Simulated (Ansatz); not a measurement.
SrPd$_{2}$:
```
CELL_PARAMETERS angstrom
      0.00000     3.92824     3.92824
      3.92824     0.00000     3.92824
      3.92824     3.92824     0.00000
ATOMIC_POSITIONS crystal
  Sr 0.25000 0.25000 0.25000
  Sr 0.00000 0.00000 0.00000
  Pd 0.62500 0.12500 0.62500
  Pd 0.62500 0.62500 0.62500
  Pd 0.12500 0.62500 0.62500
  Pd 0.62500 0.62500 0.12500
```

Relaxed with r²SCAN. Special points in fractions of this cell's reciprocal vectors: Γ (0.000, 0.000, 0.000); X (0.500, 0.000, 0.500); U (0.625, 0.250, 0.625); K (0.375, 0.375, 0.750); L (0.500, 0.500, 0.500); W (0.500, 0.250, 0.750).

Q: List the band energies nearest the Fermi level at these points for r²SCAN in the plane-wave PAW code Ansatz.

A: In eV from the Fermi level; about four levels below and three above (degenerate sets whole), none deeper than 8.9 eV; points with the same levels are listed once.

```json
[
 {"k": "Γ", "below": "-1.61 -1.61 -1.61 -1.61 -1.61 -0.09 -0.09 -0.09", "above": "0.56 0.56 1.12 1.12 1.12"},
 {"k": "X", "below": "-1.52 -1.52 -1.52 -1.52", "above": "0.93 0.93 2.32 2.32"},
 {"k": "U", "below": "-1.72 -1.64 -1.43 -1.10", "above": "0.07 1.38 2.13"},
 {"k": "L", "below": "-1.67 -1.67 -1.42 -1.42 -0.09", "above": "1.70 2.06 2.06"},
 {"k": "W", "below": "-1.81 -1.81 -1.09 -1.09", "above": "0.42 0.42 2.81 2.81"}
]
```

Space group Fd-3m (cubic Laves (MgCu2 type)). The workflow started from a Materials Project entry (that database holds measured and hypothetical structures alike); the Crystallography Open Database files this formula in space group No. 227, but the cells were not matched. Whether it is the stable phase at ambient conditions was not checked. The r²SCAN relaxation kept the symmetry of its start; its stability against distortions is not shown here. The run is not spin-polarised. Scalar-relativistic: spin–orbit coupling is off unless named, which matters more the heavier the elements.

Potentials: the later of the program's two PAW sets.
